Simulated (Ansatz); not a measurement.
## AlNi₅ (P4/mmm) at 2 levels of theory

One geometry, relaxed with PBE; plane waves with PAW potentials in Ansatz, scalar-relativistic. Collinear spin, ending at 2.0 μB a primitive cell. Gaps are the least over mesh and band path; pressure is positive in compression.

```xyz
6
Lattice="2.6088 0.0000 0.0000 0.0000 2.6088 0.0000 0.0000 0.0000 9.9604" Properties=species:S:1:pos:R:3 pbc="T T T"
Al    0.0000    0.0000    0.0000
Ni    1.3044    1.3044    1.6531
Ni    1.3044    1.3044    8.3073
Ni    0.0000    0.0000    3.3502
Ni    1.3044    1.3044    4.9802
Ni    0.0000    0.0000    6.6102
```

| level | cutoff (eV) | k mesh | gap (eV) | pressure (GPa) | largest moment (μB) |
| --- | --- | --- | --- | --- | --- |
| PBE | 420 | 14×14×4 | 0 | 0.0 | 0.70 |

**Question.** What comes out on the same cell with LDA?

**Answer.**
| level | cutoff (eV) | k mesh | gap (eV) | pressure (GPa) | largest moment (μB) |
| --- | --- | --- | --- | --- | --- |
| LDA | 420 | 14×14×4 | 0 | -14.6 | 0.66 |

The cell was found from a structure generator's guess, not taken from experiment.
